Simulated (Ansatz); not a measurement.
Crystals of one structure type (zinc blende) and one family of elements, relaxed and computed with r²SCAN (plane waves, PAW; program Ansatz).

```json
[
 {"crystal": "BN", "V (Å³/atom)": "5.87", "highest Γ mode, no LO–TO term (cm⁻¹)": "1042"},
 {"crystal": "AlN", "V (Å³/atom)": "10.43", "highest Γ mode, no LO–TO term (cm⁻¹)": "664"},
 {"crystal": "BP", "V (Å³/atom)": "11.67", "highest Γ mode, no LO–TO term (cm⁻¹)": "819"},
 {"crystal": "GaP", "V (Å³/atom)": "20.25", "highest Γ mode, no LO–TO term (cm⁻¹)": "360"},
 {"crystal": "GaAs", "V (Å³/atom)": "22.73", "highest Γ mode, no LO–TO term (cm⁻¹)": "265"},
 {"crystal": "InP", "V (Å³/atom)": "25.77", "highest Γ mode, no LO–TO term (cm⁻¹)": "?"},
 {"crystal": "GaSb", "V (Å³/atom)": "28.83", "highest Γ mode, no LO–TO term (cm⁻¹)": "223"}
]
```

Question: Fit a straight line to ln ω against ln V and predict the withheld value.

Answer: Least squares on the 6 shown rows: ln ω = -1.03 × ln V + (8.929), with a scatter of 16 %. For InP this gives 266. The run itself gave 296, within the scatter.

All cells were relaxed under the symmetry of their starts (and spin orders); stability against distortions was not tested throughout. Spin–orbit coupling is left out wherever it is not named.

Potentials: the earlier of the program's two PAW sets.
